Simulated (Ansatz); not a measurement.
CoPdO2:
```cif
data_CoO2Pd
_chemical_formula_sum 'Co1 Pd1 O2'
_space_group_name_H-M_alt 'P 1'
_space_group_IT_number 1
_cell_length_a 6.10083
_cell_length_b 6.10083
_cell_length_c 6.10083
_cell_angle_alpha 26.668
_cell_angle_beta 26.668
_cell_angle_gamma 26.668
loop_
_space_group_symop_operation_xyz
  'x, y, z'
loop_
_atom_site_label
_atom_site_type_symbol
_atom_site_fract_x
_atom_site_fract_y
_atom_site_fract_z
_atom_site_occupancy
Co1 Co 0.50000 0.50000 0.50000 1
Pd1 Pd 0.00000 0.00000 0.00000 1
O1 O 0.88741 0.88741 0.88741 1
O2 O 0.11259 0.11259 0.11259 1
```

Relaxed with PBEsol.

Q: Which orbitals make up the states near the Fermi level in PBEsol in the plane-wave PAW code Ansatz?

A: Within 0.5 eV of the Fermi level: Pd 4d 39 %, Co 3d 35 %, O 2p 16 %, outside the projected shells 6 %. Projections are on Löwdin-orthogonalised atomic valence shells; empty p or d shells of many metals are not among them.

Q: Tabulate the density of states.

A: States/eV per cell of 4 atoms, in 0.25 eV bins, energy from the Fermi level.

| E (eV) | total | O 2p | Pd 4d | Co 3d |
|---|---|---|---|---|
| -7.85 | 3.17 | 2.31 | 0.35 | 0.37 |
| -7.60 | 2.48 | 1.82 | 0.29 | 0.27 |
| -7.35 | 2.65 | 1.93 | 0.24 | 0.37 |
| -7.10 | 2.27 | 1.67 | 0.12 | 0.37 |
| -6.85 | 1.48 | 1.02 | 0.16 | 0.24 |
| -6.60 | 2.72 | 1.80 | 0.32 | 0.51 |
| -6.35 | 3.93 | 2.50 | 0.38 | 0.96 |
| -6.10 | 3.40 | 2.23 | 0.25 | 0.85 |
| -5.85 | 3.48 | 2.31 | 0.21 | 0.87 |
| -5.60 | 2.04 | 1.40 | 0.26 | 0.30 |
| -5.35 | 3.15 | 1.97 | 0.66 | 0.36 |
| -5.10 | 3.37 | 2.09 | 0.78 | 0.30 |
| -4.85 | 3.03 | 2.13 | 0.54 | 0.26 |
| -4.60 | 2.77 | 1.76 | 0.71 | 0.22 |
| -4.35 | 2.84 | 1.23 | 1.32 | 0.20 |
| -4.10 | 2.55 | 0.96 | 1.35 | 0.15 |
| -3.85 | 2.39 | 0.88 | 1.29 | 0.11 |
| -3.60 | 2.07 | 0.74 | 1.19 | 0.07 |
| -3.35 | 1.06 | 0.18 | 0.83 | 0.03 |
| -3.10 | 1.35 | 0.13 | 1.10 | 0.08 |
| -2.85 | 2.81 | 0.22 | 2.27 | 0.22 |
| -2.60 | 3.11 | 0.36 | 2.33 | 0.30 |
| -2.35 | 4.57 | 0.64 | 3.39 | 0.41 |
| -2.10 | 3.86 | 0.31 | 2.97 | 0.48 |
| -1.85 | 6.12 | 0.24 | 4.42 | 1.38 |
| -1.60 | 4.44 | 0.24 | 2.14 | 1.95 |
| -1.35 | 4.84 | 0.32 | 1.30 | 3.13 |
| -1.10 | 5.90 | 0.44 | 1.32 | 3.97 |
| -0.85 | 8.28 | 0.94 | 1.30 | 5.86 |
| -0.60 | 5.62 | 0.96 | 1.05 | 3.44 |
| -0.35 | 1.08 | 0.18 | 0.33 | 0.48 |
| -0.10 | 0.57 | 0.08 | 0.30 | 0.10 |
| 0.15 | 1.18 | 0.16 | 0.54 | 0.33 |
| 0.40 | 2.54 | 0.44 | 1.03 | 0.82 |
| 0.65 | 0.88 | 0.17 | 0.18 | 0.41 |
| 0.90 | 1.26 | 0.29 | 0.07 | 0.73 |
| 1.15 | 2.09 | 0.57 | 0.12 | 1.19 |
| 1.40 | 4.80 | 1.55 | 0.24 | 2.71 |
| 1.65 | 4.82 | 1.83 | 0.35 | 2.47 |
| 1.90 | 2.21 | 0.90 | 0.19 | 1.08 |
| 2.15 | 0.07 | 0.03 | 0.01 | 0.03 |
| 2.40 | 0.00 | 0.00 | 0.00 | 0.00 |
| 2.65 | 0.00 | 0.00 | 0.00 | 0.00 |
| 2.90 | 0.03 | 0.00 | 0.00 | 0.00 |
| 3.15 | 0.21 | 0.02 | 0.03 | 0.01 |
| 3.40 | 0.84 | 0.08 | 0.09 | 0.02 |
| 3.65 | 1.32 | 0.16 | 0.16 | 0.05 |
| 3.90 | 1.48 | 0.20 | 0.17 | 0.07 |
| 4.15 | 2.03 | 0.30 | 0.23 | 0.10 |
| 4.40 | 0.53 | 0.04 | 0.04 | 0.02 |
| 4.65 | 0.34 | 0.02 | 0.02 | 0.01 |

Space group R-3m. The PBEsol relaxation kept the symmetry of its start; of distortions, only those at the zone centre were tested. The workflow began spin-polarised and lost its moments. No Hubbard U is applied. The compound may be a true metal, but semilocal functionals without U, or a wrong spin order, can also close a gap. Spin–orbit coupling is left out wherever it is not named.

Potentials: the earlier of the program's two PAW sets.
